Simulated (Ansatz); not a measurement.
**4 guesses for La₃AsPt₂ and where they end**

Theory: DFT PBE, scalar-relativistic, plane waves, PAW (Ansatz). Settings: cutoff 420 eV, Γ-centred meshes spaced at most about 0.3 Å⁻¹, and about 0.25 Å⁻¹ or finer for metals (2π included), Gaussian smearing. No spin polarisation in the final relaxations.

Each guess was relaxed in cell and atoms at zero pressure, within the symmetry of its start. These are static total energies at zero pressure. Coordination counts La or Pt atoms around As (for each partner element, those within 1.25 times its shortest distance or 1.15 times the sum of covalent radii, where it is the nearest in units of that sum or under 1.3; a plus sign parts groups by distance over the sum of covalent radii; the shortest distance is added where it exceeds 1.18 times the sum of covalent radii).

```tsv
guess	made from	start group	V start (Å³/atom)	end group	V end (Å³/atom)	coordination at the end	gap on mesh (eV)	E over the lowest end (meV/atom)
1	CeB2Ru3 type	P6/mmm	22.8	P6/mmm	32.3	As 12 from 4.3 Å	0	137
2	random cell	I4/mmm	29.5	I4/mmm	31.2	As 2+12	0	0
3	Gd2CoNi3 type	P-6m2	27.5	P-6m2	24.0	As 5	0	232
4	random cell	P4/mmm	30.7	?	?	?	?	?
```

Guess 4 as it starts:

```
CELL_PARAMETERS angstrom
4.75306 0.00000 0.00000
0.00000 4.75306 0.00000
0.00000 0.00000 8.16493
ATOMIC_POSITIONS crystal
La 0.50000 0.50000 0.50000
La 0.00000 0.00000 0.50000
La 0.00000 0.00000 0.00000
As 0.50000 0.50000 0.00000
Pt 0.00000 0.50000 0.00000
Pt 0.50000 0.00000 0.00000
```

**Question.** Predict the end of this guess and its energy over the lowest end.

**Answer.** It ends in space group P4/mmm (No. 123), with a = 5.369 Å, c = 5.917 Å, 28.4 Å³/atom and no gap. It lies 0.52 eV/atom over the lowest end, above guess 3 and so the highest of the set. Counting La or Pt atoms around As, this end has As 2+4 and the lowest (guess 2) has As 2+12.

```
La As Pt
1.0
     5.36873    0.00000    0.00000
     0.00000    5.36873    0.00000
     0.00000    0.00000    5.91698
La As Pt
3 1 2
Direct
  0.50000 0.50000 0.50000
  0.00000 0.00000 0.50000
  0.00000 0.00000 0.00000
  0.50000 0.50000 0.00000
  0.00000 0.50000 0.00000
  0.50000 0.00000 0.00000
```

The zero of energy is the elements' standard structures at the same level; no fitted shifts are applied.

**Question.** Is the lowest end bound against the elements?

**Answer.** Yes: its formation energy is −0.70 eV/atom. It lies below the elements, which doesn't yet make it stable against other compounds or structures.

These runs have no spin–orbit coupling, which can matter for Pt. The reference form of As is held partly by dispersion forces, which this level lacks. Cells relaxed within their symmetry can be saddle points. A lower structure may well exist outside this small set. Some types were kept out of the candidates beforehand, so the set may lack a known form.
